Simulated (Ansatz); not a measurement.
Input deck for Ansatz 0.2.0, then the block of the output on the nuclei.

The cell is a computed structure from the Materials Project (it need not be an observed phase).

```yaml
crystal:
  lattice:
    - [4.8289138211, 2.7879746945, 3.7030740779]
    - [-4.8289138211, 2.7879746945, 3.7030740779]
    - [0.0, -5.575949389, 3.7030740779]
  atoms:
    - { symbol: Mn, position: [0.0, 0.0, 0.0], spin: 4.0 }
    - { symbol: Mo, position: [0.547957, 0.417891, 0.225163] }
    - { symbol: Mo, position: [0.452043, 0.582109, 0.774837] }
    - { symbol: Mo, position: [0.225163, 0.547957, 0.417891] }
    - { symbol: Mo, position: [0.774837, 0.452043, 0.582109] }
    - { symbol: Mo, position: [0.417891, 0.225163, 0.547957] }
    - { symbol: Mo, position: [0.582109, 0.774837, 0.452043] }
    - { symbol: Se, position: [0.36652, 0.748518, 0.127939] }
    - { symbol: Se, position: [0.63348, 0.251482, 0.872061] }
    - { symbol: Se, position: [0.214008, 0.214008, 0.214008] }
    - { symbol: Se, position: [0.785992, 0.785992, 0.785992] }
    - { symbol: Se, position: [0.748518, 0.127939, 0.36652] }
    - { symbol: Se, position: [0.251482, 0.872061, 0.63348] }
    - { symbol: Se, position: [0.127939, 0.36652, 0.748518] }
    - { symbol: Se, position: [0.872061, 0.63348, 0.251482] }
magnetization:
  spin_polarized: true
kpoints:
  mp_grid: { grid: [5, 5, 5] }
scf:
  occupations: { method: fermi_dirac, width: 0.05 }
hamiltonian:
  xc: pbe
  pseudopotentials: { kind: paw }
output:
  forces: true
  stress: true
  populations: true
  efg:
    quadrupole_moments_barn: { Mn: 0.33, Mo: -0.022 }
    contact_densities: true
```

```sh
ansatz run input.yaml --threads 1 --pin off --max-ram 3072MiB --backend cpu --events-out ev --progress --plain --runs-dir out
```

Of the output, the block on the nuclei alone is shown; the set-up, the SCF iterations, energies, forces and stress are cut. One atom of each set with nearly equal values is shown.

```
--- PAW observables at the nuclei: V_zz in 10²¹ V/m², potentials from the cell's mean, atoms counted from 1 ---
  atom   1  Mn V_zz =   -11.032503   η = 0.0000   by run symmetry: allowed   C_q = -88.0324 MHz
            electrostatic potential = -3031.870209 V   contact ρ = 87785.731817 e/Å³   contact ρ_s (e/Å³): all electrons +0.654366, valence +9.082353
  atom   2  Mo V_zz =    +3.207093   η = 0.6847   by run symmetry: allowed   C_q = -1.7060 MHz
            electrostatic potential = -6353.627881 V   contact ρ = 595251.772013 e/Å³   contact ρ_s (e/Å³): all electrons +0.236564, valence +0.224973
  atom   8  Se V_zz =    -9.400224   η = 0.2957   by run symmetry: allowed
            electrostatic potential = -4714.552438 V   contact ρ = 262881.750401 e/Å³   contact ρ_s (e/Å³): all electrons +0.990998, valence +0.980655
  atom  10  Se V_zz =    +5.353569   η = 0.0000   by run symmetry: allowed
            electrostatic potential = -4714.575107 V   contact ρ = 262874.873797 e/Å³   contact ρ_s (e/Å³): all electrons +0.394831, valence +0.414531
```

The run took 6.4 min of wall time (6.5 min of CPU time) and 1.6 GiB at its peak, on 1 thread of Intel Xeon Processor @ 2.50GHz (Skylake/Cascade Lake) (x86_64; 62 cores open to the job, memory cap 3.0 GiB, no GPU), a shared host with a load of 0.9 a core.

The largest force is 0.9 eV/Å, so the atoms aren't at the calculated equilibrium and relaxing them would move these values. With no gap above 0.1 eV, as in a metal, the gradients converge slowly in k; expect changes of a tenth or more on a denser mesh. Without spin–orbit coupling (the program notes it for Mo) the gradients can shift somewhat, as the gap is small. Semilocal functionals can leave a metal where correlation in the d or f shell opens a gap in the real compound, and that would change the values at and beside Mn and Mo. All moments are parallel here, as the start or the cell imposes; many such compounds order antiparallel, where fields and spin densities carried over to other atoms largely cancel. The magnetic order is the one that the run reached from its start moments, not necessarily the measured one.
